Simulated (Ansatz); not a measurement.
Method: DFT PBE, scalar-relativistic, plane waves, PAW (Ansatz). Settings: cutoff 420 eV, Γ-centred meshes spaced at most about 0.3 Å⁻¹, and about 0.25 Å⁻¹ or finer for metals (2π included), Gaussian smearing. No spin polarisation in the final relaxations.

Temperature and zero-point effects are left out. All come from trial cells, and lower structures may exist.

Question: Order these relaxed structures of Na2Yb3P by energy, lowest first, with the energy over the lowest of them.
A.

```
CELL_PARAMETERS angstrom
3.60062 0.00000 0.00000
0.00000 3.60062 0.00000
0.00000 0.00000 14.46404
ATOMIC_POSITIONS crystal
Na 0.50000 0.50000 0.30462
Na 0.50000 0.50000 0.69538
Yb 0.00000 0.00000 0.89623
Yb 0.00000 0.00000 0.10377
Yb 0.00000 0.00000 0.50000
P 0.50000 0.50000 0.00000
```

B.

```
CELL_PARAMETERS angstrom
4.47851 0.00000 0.00000
-2.23925 3.87850 0.00000
0.00000 0.00000 13.66120
ATOMIC_POSITIONS crystal
Na 0.33333 0.66667 0.86891
Na 0.33333 0.66667 0.13109
Yb 0.00000 0.00000 0.50000
Yb 0.66667 0.33333 0.33872
Yb 0.66667 0.33333 0.66128
P 0.33333 0.66667 0.50000
```

C.

```
CELL_PARAMETERS angstrom
5.67821 0.00000 0.00000
-2.83911 4.91748 0.00000
0.00000 0.00000 6.16954
ATOMIC_POSITIONS crystal
Na 0.33333 0.66667 0.50000
Na 0.66667 0.33333 0.50000
Yb 0.33333 0.66667 0.00000
Yb 0.66667 0.33333 0.00000
Yb 0.00000 0.00000 0.50000
P 0.00000 0.00000 0.00000
```

D.

```
CELL_PARAMETERS angstrom
4.52493 0.00000 0.00000
0.00000 4.52493 0.00000
0.00000 0.00000 11.55180
ATOMIC_POSITIONS crystal
Na 0.50000 0.50000 0.61808
Na 0.00000 0.00000 0.85297
Yb 0.50000 0.00000 0.12850
Yb 0.00000 0.50000 0.12850
Yb 0.00000 0.00000 0.39257
P 0.00000 0.00000 0.61814
```

Answer: A (0 meV/atom), B (167 meV/atom), C (351 meV/atom), D (516 meV/atom). Forms: A P4/mmm; B P-6m2; C P6/mmm; D P4mm. Counting Na or Yb atoms around P (for each partner element, those within 1.25 times its shortest distance or 1.15 times the sum of covalent radii, where it is the nearest in units of that sum or under 1.3; a plus sign parts groups by distance over the sum of covalent radii): A has P 8; B has P 3; C has P 8; D has P 2+4.

A magnetic state wasn't ruled out in cells without spin, among them P4mm. The 4f shell of Yb is treated without a Hubbard U. Trial moments died out on the coarse mesh in P4/mmm, P-6m2 and P6/mmm; another magnetic start might hold. Cells relaxed within their symmetry can be saddle points. Some types were kept out of the candidates beforehand, so the set may lack a known form.
